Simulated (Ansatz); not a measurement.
ScPdN2 in space group R-3m (No. 166; Sc on 3b, Pd on 3a, N on 6c) under volume change, r²SCAN in the plane-wave PAW code Ansatz, shape and atoms relaxed at each volume.

| V (Å³/atom) | E − E(relaxed) (meV/atom) | P (GPa) |
|---|---|---|
| 12.406 | 49.5 | 13.97 |
| 12.815 | 20.9 | 8.61 |
| 13.224 | 5.0 | 4.00 |
| 13.633 | 0.0 | 0.00 |
| 14.042 | 4.5 | -3.45 |
| 14.451 | 17.3 | -6.46 |
| 14.859 | 37.3 | -9.09 |

Task: What does a third-order Birch–Murnaghan fit give for V₀, B₀ and B′?

Result: V₀ = 13.63 Å³/atom, B₀ = 124 GPa, B′ = 3.8.

The start of the workflow was typed in or built on a structure type; neither database checked (COD, Materials Project) lists it. Whether it is the stable phase at ambient conditions was not checked. Symmetry was held in the r²SCAN relaxation; its stability against distortions is not shown here. No spin polarisation was allowed.

Potentials: the later of the program's two PAW sets.
